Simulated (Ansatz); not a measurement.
**Zn2Cd3S5 (I-4m2) at 2 levels of theory**

One geometry, relaxed with PBE; plane waves with PAW potentials in Ansatz, scalar-relativistic. No spin polarisation. Gaps are the least over mesh and band path; pressure is positive in compression.

```cif
data_structure
_symmetry_space_group_name_H-M 'P 1'
_symmetry_Int_Tables_number 1
_cell_length_a 14.7378
_cell_length_b 14.7378
_cell_length_c 14.7378
_cell_angle_alpha 164.264
_cell_angle_beta 164.264
_cell_angle_gamma 22.325
_cell_volume 235.39
loop_
_atom_site_label
_atom_site_type_symbol
_atom_site_fract_x
_atom_site_fract_y
_atom_site_fract_z
_atom_site_occupancy
Zn1 Zn 0.65190 0.15190 0.50000 1
Zn2 Zn 0.84810 0.34810 0.50000 1
Cd1 Cd 0.44621 0.94621 0.50000 1
Cd2 Cd 0.05379 0.55379 0.50000 1
Cd3 Cd 0.25000 0.75000 0.50000 1
S1 S 0.80401 0.80401 0.00000 1
S2 S 0.39219 0.39219 0.00000 1
S3 S 0.00000 0.00000 0.00000 1
S4 S 0.60781 0.60781 0.00000 1
S5 S 0.19599 0.19599 0.00000 1
```

```json
{"level": "PBE", "cutoff (eV)": "420", "k mesh": "10×10×10", "gap (eV)": "1.28", "pressure (GPa)": "0.0"}
```

What comes out on the same cell with PBEsol?

| level | cutoff (eV) | k mesh | gap (eV) | pressure (GPa) |
| --- | --- | --- | --- | --- |
| PBEsol | 420 | 10×10×10 | 1.15 | -3.1 |

The cell was found from a structure generator's guess, not taken from experiment.
